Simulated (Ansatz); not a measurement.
SiC (4H polytype, P6_3mc), r²SCAN (plane waves, PAW; program Ansatz), all energies at zero smearing, with the estimated change up to a 700 eV cutoff added, with one set of potentials and settings (totals compare only within such a set). Cell of 8 atoms (4 Si, 4 C): -3565.346 eV.

```
element                reference phase  E (eV/atom)
-------  -----------------------------  -----------
Si          Fd-3m, 2 atoms in the cell    -639.0667
C        P6_3/mmc, 4 atoms in the cell    -251.6711
```

Formation energy per atom, worked out: (-3565.346 − 4×(-639.0667) − 4×(-251.6711))/8 = -0.299 eV/atom (-29 kJ per mol of atoms), at 0 K, without zero-point energy or fitted corrections.

Symmetry was held in the r²SCAN relaxation. The references are the lowest solids computed at this level, not always the standard phases.

Potentials: the later of the program's two PAW sets.
